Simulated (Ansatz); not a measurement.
Relaxed-ion elastic tensor of MgO (wurtzite, space group No. 186) in GPa (Voigt order), plane-wave PAW PBEsol (Ansatz code); density 2.82 g/cm³, 11.86 Å³ per atom.

```json
[
 {"": "1", "1": "191", "2": "102", "3": "97.2", "4": "0.0", "5": "0.0", "6": "0.0"},
 {"": "2", "1": "102", "2": "191", "3": "97.2", "4": "0.0", "5": "0.0", "6": "0.0"},
 {"": "3", "1": "97.2", "2": "97.2", "3": "105", "4": "0.0", "5": "0.0", "6": "0.0"},
 {"": "4", "1": "0.0", "2": "0.0", "3": "0.0", "4": "60.9", "5": "0.0", "6": "0.0"},
 {"": "5", "1": "0.0", "2": "0.0", "3": "0.0", "4": "0.0", "5": "60.9", "6": "0.0"},
 {"": "6", "1": "0.0", "2": "0.0", "3": "0.0", "4": "0.0", "5": "0.0", "6": "44.5"}
]
```

Q: Is the crystal mechanically stable?

A: Yes: the smallest eigenvalue of C is 32.8 GPa.

Q: Work out the Voigt, Reuss and Hill averages.

A: K_V = 120, K_R = 104, K_H = 112; G_V = 46.0, G_R = 36.3, G_H = 41.1 GPa.

Q: Give Young's modulus, Poisson's ratio, Pugh's ratio and the universal anisotropy index.

A: E = 9KG/(3K + G) = 110 GPa; ν = 0.34; K/G = 2.73 (ductile by the Pugh limit of 1.75); A_U = 5G_V/G_R + K_V/K_R − 6 = 1.49.

Q: Estimate the sound speeds and the Debye temperature.

A: v_l = √((K + 4G/3)/ρ) = 7690 m/s, v_t = √(G/ρ) = 3820 m/s, mean 4280 m/s; Θ = (h/k)(3n/4πV)^(1/3) v_m = 559 K.

Q: Solve the Christoffel equation for the three sound speeds along x, y, z.

A: Eigenvalues of C_ijkl n_j n_l equal ρv² (piezoelectric stiffening left out). In km/s, slowest first: x 3.97, 4.64, 8.22; y 3.97, 4.64, 8.22; z 4.64, 4.64, 6.11.

Q: How much does each axis shrink under pressure?

A: Linear compressibilities β_i = Σ_j S_ij (j = 1 to 3): x 0.69, y 0.69, z 8.2 per TPa.

Space group P6_3mc (wurtzite). The workflow started from a Materials Project entry (that database holds measured and hypothetical structures alike); the Crystallography Open Database copy checked does not list it. It is not the phase usual at ambient conditions (space group No. 225). Symmetry was held in the PBEsol relaxation; phonons on a q-mesh show no instability.

Potentials: the later of the program's two PAW sets.
